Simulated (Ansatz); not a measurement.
Notes on a calculation: YTl (CsCl-type structure)

**What was measured.** A cell as deposited of cubic YTl (space group Pm-3m), temperature not stated, from the Crystallography Open Database (1962), has a = 3.751 Å and 26.39 Å³/atom.

The computed numbers are results of PBEsol, scalar-relativistic (no spin polarisation) in the plane-wave PAW code Ansatz at 420 eV, Γ-centred 8×8×8 mesh, 0.05 eV Gaussian smearing. The datasets are Ansatz's generated set soft_2.

The start was a prototype's sites filled with these elements; the Crystallography Open Database holds the compound in this structure.

The start, 1 % over the database's volume:

```
CELL_PARAMETERS angstrom
3.76346 0.00000 0.00000
0.00000 3.76346 0.00000
0.00000 0.00000 3.76346
ATOMIC_POSITIONS crystal
Y 0.00000 0.00000 0.00000
Tl 0.50000 0.50000 0.50000
```

The first steps of the search for zero pressure:

| run | level | k-mesh | kind | V (Å³/atom) | P (GPa) | gap on the mesh (eV) |
| --- | --- | --- | --- | --- | --- | --- |
| 1 | PBEsol | 8×8×8 | fixed cell | 26.65 | -1.4 | metal |
| 2 | PBEsol | 8×8×8 | fixed cell | 26.40 | -0.9 | metal |

**Question.** At which volume does PBEsol reach zero pressure?

**Answer.** 26.05 Å³/atom, about 2.3 % under the start.

The steps that followed:

| run | level | k-mesh | kind | V (Å³/atom) | P (GPa) | E − E(final) (meV/atom) | gap on the mesh (eV) |
| --- | --- | --- | --- | --- | --- | --- | --- |
| 3 | PBEsol | 8×8×8 | fixed cell | 26.05 | 0.0 | 0.0 | metal |

Cell and atoms are those of this level's equilibrium.

The final structure (symmetry read at 0.01 Å). Symmetry: Pm-3m, No. 221, cubic system. The conventional cell has a = 3.735 Å, b = 3.735 Å, c = 3.735 Å, α = 90.00°, β = 90.00°, γ = 90.00°. Around Y (site symmetry m-3m) lie 8 Tl at 3.23 Å. Around Tl (site symmetry m-3m) lie 8 Y at 3.23 Å. (Shells end 15 % past the nearest neighbour.)

| atom | site | symmetry | x | y | z |
| --- | --- | --- | --- | --- | --- |
| Y | 1a | m-3m | 0.0000 | 0.0000 | 0.0000 |
| Tl | 1b | m-3m | 0.5000 | 0.5000 | 0.5000 |

At the final geometry the gap, band path included, is zero (metallic). The equation of state gives B0 = 66 GPa and B0′ = 4.4. Against the elements' standard states, run alike and uncorrected, the formation energy is -0.47 eV/atom. 

**Comparison.** The computed cell (3.735 Å, 26.05 Å³/atom) differs from the database's by −1.3 % in volume, about −0.4 % in length. PBEsol was built to cure PBE's overestimate of volumes, and the static lattice lacks thermal expansion.

These numbers lack spin–orbit coupling.
